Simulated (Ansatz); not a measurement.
## Ta (diamond type) under strong compression

```yaml
crystal:
  lattice:
    - [0.00000, 2.96657, 2.96657]
    - [2.96657, 0.00000, 2.96657]
    - [2.96657, 2.96657, 0.00000]
  atoms:
    - { symbol: Ta, position: [0.87500, 0.87500, 0.87500] }
    - { symbol: Ta, position: [0.12500, 0.12500, 0.12500] }
```

The cell comes from a relaxation on PAW files under the same functional, begun from a prototype that needn't be the stable phase.

Its volume is scaled at fixed shape and fractional positions.

All numbers are LDA results (scalar-relativistic) from Ansatz 0.2.0, with a Γ-centred 13×13×13 k mesh, Fermi–Dirac smearing of 0.08 eV, no spin polarisation. Methods: LAPW: all electrons, basis error target 1 meV/atom; PAW: frozen-core files, cutoff 420 eV; crystal datasets: all electrons, by PAW datasets that the program makes for each cell; norm-conserving: pseudopotentials, cutoff 789 eV; PAW (core large): files with a larger core, cutoff 420 eV.

Energies are extrapolated to zero smearing and count from the unscaled cell; pressure is positive in compression; gaps take the mesh and a band path. No temperature or zero-point motion is included.

Spin–orbit coupling is left out, which matters for the heavy atoms. The PAW files were made under PBE. The structure type is held throughout; the real material can change phase at far lower pressure.

```csv
V/V0,V (Å³/atom),P LAPW (GPa),ΔE LAPW (eV/atom),P PAW − LAPW (GPa),ΔE PAW − LAPW (meV/atom)
1.00,26.11,-0.13,0.000,0.13,0.0
0.95,24.80,4.27,0.016,0.19,1.3
0.85,22.19,16.81,0.178,0.37,5.8
0.75,19.58,37.9,0.604,0.69,14.3
0.65,16.97,?,?,?,?
0.55,14.36,161.6,3.387,2.23,58.0
0.45,11.75,347.7,7.324,4.53,110.2
0.40,10.44,530.0,10.835,9.08,162.5
```

**Question.** Fit the Vinet equation to the LAPW pressures shown (residuals weighted by 1/(|P| + 0.03·Pmax)), and predict the pressure of the withheld row.

**Answer.** The fit gives V0 = 26.21 Å³/atom, B0 = 61.6 GPa and B0′ = 5.41. At 16.97 Å³/atom, x = (V/V0)^(1/3) = 0.8651, and P = 3·B0·(1 − x)/x²·exp[1.5·(B0′ − 1)·(1 − x)] = 81.2 GPa. The run itself gave 78.6 GPa (+3.3 % off) and ΔE = 1.510 eV/atom.

**Question.** From the table, what is the rise of the enthalpy H = E + pV up to the last row, and how stiff is the crystal between the last two rows?

**Answer.** ΔH = 10.835 eV + (530.0 GPa × 10.44 Å³ + 0.13 GPa × 26.11 Å³) × 0.006242 eV/(GPa·Å³) = 45.41 eV/atom, of which pV makes 76 %. The mean bulk modulus there is −ΔP/Δln V = 1550 GPa.

**Question.** At the smallest volume, how far do crystal datasets and norm-conserving and PAW (core large) lie from LAPW in pressure?

**Answer.** crystal datasets: -0.01 GPa; norm-conserving: -9.96 GPa; PAW (core large): +9.08 GPa, on a LAPW pressure of 530.0 GPa.

**Question.** How do the Löwdin populations by LAPW change from the unscaled cell to the last row?

**Answer.** Ta 5s 1.95 → 1.78, Ta 6s 1.00 → 0.59, Ta 5p 5.95 → 5.71, Ta 5d 4.07 → 4.91 electrons an atom. These are projections on the shells that the free atoms fill; 0.05 e a cell lies outside them at the start and 0.12 e at the end.
